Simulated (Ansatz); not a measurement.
# Computed frozen-phonon scan: KF (rock salt)

Starting cell, KF (rock salt):

```
KF
1.0
    0.00000     5.42078     5.42078
    2.71039     2.71039     5.42078
    2.71039     2.71039     0.00000
F K
2 2
Direct
  0.00000   0.00000   0.00000
  0.50000   0.00000   0.00000
  0.00000   0.50000   0.50000
  0.50000   0.50000   0.50000
```

The atoms are displaced by Q × the pattern below (from a DFPT mode at X = (0.5, 0.5, 0.0), largest move 1; Q in Å), at fixed cell. (q is in reciprocal vectors of the primitive cell; the cell shown is doubled to hold the pattern.)

```tsv
atom	x	y	z
F1	0.000	0.000	1.000
F2	0.000	0.000	-1.000
K3	0.000	0.000	-0.030
K4	0.000	0.000	0.030
```

The numbers are results of PBE (plane waves to 420 eV, PAW, scalar-relativistic; Ansatz, a first-principles code), not measurements. k mesh 11×11×11 (Γ-centred), Fermi-Dirac smearing 0.05 eV. E stands for the smeared free energy. Compression counts positive. KF was relaxed with its symmetry unable to fall. The zero of ΔE is the undisplaced structure.

```
Q (Å)   ΔE (eV/cell)  P (GPa)  −dE/dQ from forces (eV/Å)
------  ------------  -------  -------------------------
-0.280        0.2216     0.97                      1.718
-0.233        0.1499     0.65                      1.361
-0.187        0.0939     0.41                      1.044
-0.140        0.0520     0.22                      0.758
-0.093        0.0228     0.10                      0.494
-0.047        0.0057     0.03                      0.243
0.000         0.0000     0.00                      0.000
0.047         0.0057     0.03                     -0.243
0.093         0.0228     0.10                     -0.494
0.140         0.0520     0.22                     -0.758
0.187         0.0939     0.41                     -1.044
0.233         0.1499     0.65                     -1.361
0.280         0.2216     0.97                     -1.718
```

Key numbers:

| Property | Value |
|---|---|
| Energy at Q = 0.280 Å | 221.6 meV/cell |
| Space group of the distorted cell | P4/nmm (No. 129), lowered from Fm-3m |
| Symmetry of the curve | even: the same for both signs |
| Shape of the curve | a single well with its minimum at or next to zero displacement |
| Harmonic wavenumber from the curvature (finite differences) | 193 cm⁻¹ |
| Wavenumber by perturbation theory (DFPT, on another k mesh) | 193 cm⁻¹ |

(For displaced atoms, the force is minus the slope of the energy, and its curvature is a force constant, which sets phonon frequencies.)
